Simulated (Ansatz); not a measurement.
## Ansatz 0.2.0, relaxation: HfBTe

Launch command:

```bash
ansatz run input.yaml --threads 2 --pin off --max-ram 2560MiB --backend cpu --events-out ev --progress --plain --runs-dir out
```

Input:

```yaml
crystal:
  lattice:
    - [3.5895, 0.0, 0.0]
    - [0.0, 3.5895, 0.0]
    - [0.0, 0.0, 8.227173]
  atoms:
    - { symbol: Hf, position: [0.0, 0.5, 0.259] }
    - { symbol: Hf, position: [0.5, 0.0, 0.741] }
    - { symbol: B, position: [0.0, 0.0, 0.0] }
    - { symbol: B, position: [0.5, 0.5, 0.0] }
    - { symbol: Te, position: [0.0, 0.5, 0.615] }
    - { symbol: Te, position: [0.5, 0.0, 0.385] }
kpoints:
  mp_grid: { grid: [5, 5, 3], shift: [0, 0, 0] }
magnetization:
  noncollinear: true
  spin_orbit: true
scf:
  occupations: { method: fermi_dirac, width: 0.116 }
  lower_state_search: "off"
hamiltonian:
  pseudopotentials: { kind: paw_fr }
  xc: pbe
  hubbard:
    projectors: all-electron-ortho-atomic
    sites: [{ species: Hf, l: d, u_eff: 5.19 }]
basis:
  ecutwfc: 420
  fft_grid_basis: typed
relax:
  max_steps: 60
  cell: { p_target: 0.0 }
output:
  forces: true
  stress: true
  eigenvalues: true
  bader: true
  populations: true
  elf: true
  write_potential: true
  volumetric_format: npy
  dos:
    e_range: [-12, 8]
    de: 0.05
    projected: { site_lists: { B: [B], Hf: [Hf], Te: [Te] } }
    method: { smearing: { sigma: 0.1, scheme: gaussian } }
checkpoint:
  read: saved_state
```

Origin of the cell: a known structure type with other elements, at an estimated volume, so it need not be a known compound.

The saved state is a converged single point of the same cell.

Steps («new basis» is an SCF on plane waves selected anew at the same cell):

```tsv
step	ΔF (meV/atom)	max force component (eV/Å)	P (GPa)	volume (Å³)	SCF iterations	step was
1	0.0	5.278	12.77	106.00	8	accepted
2	-300.0	2.748	4.53	110.17	9	accepted
3	-456.4	1.465	2.90	111.99	9	accepted
4	-525.1	0.226	3.01	115.29	9	accepted
5	-560.7	0.060	0.68	119.68	9	accepted
6	-592.4	0.077	0.57	121.36	9	accepted
7	-625.4	0.095	0.61	122.25	8	accepted
8	-655.7	0.255	0.25	122.63	9	accepted
9	-662.7	0.300	0.50	121.46	8	accepted
10	-664.2	0.364	0.68	123.40	9	accepted
11	-666.2	0.019	-0.10	123.23	8	accepted
12	-666.2	0.005	0.05	123.09	7	accepted
13	-666.2	0.000	0.00	123.15	7	accepted
14	-690.0	0.014	1.47	123.15	10	new basis
15	-703.0	0.106	0.77	127.54	10	accepted
16	-707.4	0.061	0.38	131.80	11	accepted
17	-707.6	0.038	0.13	133.86	10	accepted
18	-707.7	0.018	-0.06	133.89	8	accepted
19	-707.7	0.001	0.00	134.02	9	accepted
20	-709.0	0.005	0.01	134.02	10	new basis
21	-709.1	0.001	0.01	134.84	10	accepted
22	-709.0	0.003	0.01	135.48	11	accepted
23	-709.0	0.002	0.01	135.64	12	accepted
24	-709.1	0.002	0.00	135.64	7	new basis
```

The starting structure.

Space group P4/nmm (No. 129); the run's cell has a = 3.590 Å, b = 3.590 Å, c = 8.227 Å, α = 90.00°, β = 90.00°, γ = 90.00°. Shortest distances: B–B 2.54 Å, Hf–Te 2.74 Å, B–Hf 2.79 Å, Te–Te 3.17 Å, Hf–Hf 3.59 Å.

After:

Space group P4/nmm (No. 129); the run's cell has a = 3.432 Å, b = 3.432 Å, c = 11.513 Å, α = 90.00°, β = 90.00°, γ = 90.00°. Shortest distances: B–Hf 2.41 Å, B–B 2.43 Å, Hf–Te 3.16 Å, Hf–Hf 3.43 Å, Te–Te 3.43 Å.

```xyz
6
Lattice="3.4324 0.0000 0.0000 0.0000 3.4324 0.0000 0.0000 0.0000 11.5134" Properties=species:S:1:pos:R:3 pbc="T T T"
Hf    0.0000    1.7162    1.6859
Hf    1.7162    0.0000    9.8275
B     0.0000    0.0000    0.0000
B     1.7162    1.7162    0.0000
Te    0.0000    1.7162    7.8009
Te    1.7162    0.0000    3.7126
```

```
Free energy lowered by  : 709.1 meV/atom
Volume change           : 27.96 %
Final pressure          : 0.00 GPa
Relaxation steps listed : 24
Gap on the mesh         : none (metal)
```

Caveats: no dispersion correction, so spacings can come out too large where layers or molecules are weakly bound; no moments, though an odd count or open d shells may carry them; the given cell is far from equilibrium, with atoms too close or a volume far off; the k mesh is coarse if the cell is a metal; the relaxation held the start's symmetry, so the end may be a saddle point.

The run took 1200 s of wall time on 2 CPU thread(s) of a shared host, from a saved density.
